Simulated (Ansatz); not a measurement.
C:
```
CELL_PARAMETERS angstrom
      2.32525     4.58049     0.00000
     -2.32525     4.58049     0.00000
     -1.54312     0.00000     3.25439
ATOMIC_POSITIONS crystal
  C  0.78267 0.82363 0.44804
  C  0.21733 0.17637 0.55196
  C  0.82363 0.78267 0.05196
  C  0.17637 0.21733 0.94804
  C  0.09032 0.57183 0.87676
  C  0.90968 0.42817 0.12324
  C  0.57183 0.09032 0.62324
  C  0.42817 0.90968 0.37676
```

Relaxed with r²SCAN.

Problem. Map the electron localisation function on the plane through (0.783, 0.824, 0.448) spanned by u = [1, -1, 1] and v = [-1, 1, 1] in lattice vectors, from the program Ansatz at the r²SCAN level (PAW).

Solution. x is the fraction of u, y of v (the angle between them is 106°; rows are the nearest grid lines); atoms in the plane: C at (0.00, 0.00), C at (0.50, 0.50), C at (0.32, 0.28), C at (0.82, 0.78).
```
| .#@@%#*#%@%#=:  .=+-  |
|+**#*=--===-:.   -*#%#+|
|%#+-:.......    .=#@@@%|
|#=.    .:::..:-=**#@@@#|
|+:   .-=+*+==+###+=+*#+|
|=:  :=#%@@#+*@@@#.  =+=|
|=.  :+#@@%+-*@@@#:.=#*=|
|-.  .-*#*-.:+**++*%%%*-|
|-:   .-+===++=::-*#%#+-|
|*+-.  .-*%%%*==+*+:.:+*|
|%#=.  .-*%%#++#%%+..=#%|
|%#+:  .=+=. .#@@@#+#%@%|
|#*-.  .=+-  .#@@%**#%%#|
|:.   .-#%@%#**+=:::::::|
|     :+%@@@%*=:.   ... |
|---+****#%%*-.   .--=--|
|++*%%#=.:=*+:   :=*##*+|
|=*@@@#. :+*=.  :+#@@%*=|
|:+@@@*-=*##=.  .+#%%#-:|
|-++=-=*%%#*-.   :=*+-:-|
|**=::-*#*++=:.  .:==+**|
|%*+*##+. -*#*=.  .-*%%%|
|+=*%@@*::*%%#+:  .=*%#+|
| .#@@%#*#%@%#=:  .=+-  |
```
Scale: ten equal steps from 0.015 (start of ' ') to 0.945 (end of '@'), in the order ' .:-=+*#%@'; x runs from 0.000 to 1.00, y from 0.000 (bottom) to 1.00 (top).

The density is the valence pseudo-density with augmentation charge, so density and ELF within about 1 Å of a nucleus are not all-electron values.

Space group C2/c. The start of the workflow was typed in or built on a structure type; neither database checked (COD, Materials Project) lists it. It is not the phase usual at ambient conditions (space group No. 194, 227). The cell was relaxed with r²SCAN under the symmetry of its start; whether a distortion lowers the energy is not shown. The volume moved by 103 % from the start of the relaxation.

Potentials: the later of the program's two PAW sets.
